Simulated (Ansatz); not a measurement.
Values for one crystal, relaxed and computed with DFT-LDA in the program Ansatz with PAW potentials; other levels are named.

```yaml
volume_per_atom: 29.90 Å³
band_gap: 0.32 eV (direct)
Formation energy from the elements (no fitted shifts): -0.43 eV/atom
Highest zone-centre frequency (without LO–TO term): 126 cm⁻¹
mechanical_stability: stable (all eigenvalues of C positive)
Bulk modulus (Birch–Murnaghan fit): 53.1 GPa
Poisson's ratio: 0.26
```

Which of these materials gives this?
A) TlF, rock salt
B) TePb2Se, R-3m (Te on 3b, Pb on 6c, Se on 3a)
C) LiBr, rock salt
D) GaSe, P6_3/mmc (Ga on 4f, Se on 4f)

B, TePb2Se, R-3m (Te on 3b, Pb on 6c, Se on 3a)

The workflow started from a Materials Project entry (that database holds measured and hypothetical structures alike); the Crystallography Open Database copy checked does not list it. With Te and Se taken as one species the cell has the higher symmetry Fm-3m, so it may be an ordered model of a mixed-site phase. Whether it is the stable phase at ambient conditions was not checked. The LDA relaxation kept the symmetry of its start; of distortions, only those at the zone centre were tested. The references are the lowest solids computed at this level, not always the standard phases. Spin–orbit coupling is left out wherever it is not named.

Potentials: the later of the program's two PAW sets.
